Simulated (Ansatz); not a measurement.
# Trial structures of Al₃C₂: starts and ends

Computed with Ansatz, DFT PBE, scalar-relativistic, plane waves, PAW. Settings: cutoff 420 eV, Γ-centred meshes spaced at most about 0.3 Å⁻¹, and about 0.25 Å⁻¹ or finer for metals (2π included), Gaussian smearing. No spin polarisation in the final relaxations.

Each guess was relaxed in cell and atoms at zero pressure, within the symmetry of its start. These are static total energies at zero pressure. Coordination counts C atoms around Al (those within 1.25 times the shortest such distance or 1.15 times the sum of covalent radii; a slash parts the counts of unlike sites).

```csv
guess,made from,start group,V start (Å³/atom),end group,V end (Å³/atom),coordination at the end,gap on mesh (eV),E over the lowest end (meV/atom)
1,Tm3Ru2 type,P6_3/m,16.9,P6_3/m,12.2,Al 3,0,307
2,random cell,P-3m1,16.9,?,?,?,?,?
3,Ga3Ni2 type,P-3m1,13.3,P-3m1,11.7,Al 3/6,0,61
4,Bi2Se3 type,R-3m,14.0,R-3m (anti-tetradymite),11.5,Al 3/6,0,0
5,B3Ru2 type,P6_3/mmc,13.6,P6_3/mmc,11.7,Al 3/6,0,367
6,Er2Se3 type,P-4m2,13.3,P-4m2,10.8,Al 4/5,0,239
```

Guess 2 as it starts:

```xyz
5
Lattice="4.4698 0.0000 0.0000 -2.2349 3.8709 0.0000 0.0000 0.0000 4.8920" Properties=species:S:1:pos:R:3 pbc="T T T"
Al    2.2349    0.0000    2.4460
Al   -1.1174    1.9355    2.4460
Al    1.1174    1.9355    2.4460
C     0.0000    2.5806    3.3760
C     2.2349    1.2903    1.5160
```

Task: Predict the end of this guess and its energy over the lowest end.

Result: It ends in space group P6/mmm (No. 191), with a = 5.330 Å, c = 2.875 Å, 14.1 Å³/atom and no gap. It lies 0.33 eV/atom over the lowest end, above guess 1 and below guess 5. Counting C atoms around Al, this end has Al 4 and the lowest (guess 4) has Al 3/6.

```xyz
5
Lattice="5.3298 0.0000 0.0000 -2.6649 4.6157 0.0000 0.0000 0.0000 2.8747" Properties=species:S:1:pos:R:3 pbc="T T T"
Al    2.6649    0.0000    1.4374
Al   -1.3324    2.3079    1.4374
Al    1.3324    2.3079    1.4374
C     0.0000    3.0771    0.0000
C     2.6649    1.5386    0.0000
```

Energies over the elements count from the elements' standard structures at the same level, with no fitted energy shifts.

Task: Is the lowest end bound against the elements?

Result: No: its formation energy is +0.16 eV/atom. It can't be a ground state, since the elements alone are lower.

No dispersion correction is applied, so the spacing and binding between layers, chains or molecules are poorly described (R-3m, P-3m1), and this can change margins and order among such cells. In R-3m, P-3m1, P-4m2, P6/mmm an odd number of electrons in the primitive cell allows no gap without spin; a larger cell or a magnetic state could open one. The reference form of C is held partly by dispersion forces, which this level lacks. With atoms moved at random, R-3m came back. Other cells relaxed within their symmetry can be saddle points. A lower structure may well exist outside this small set. Some types were kept out of the candidates beforehand, so the set may lack a known form.
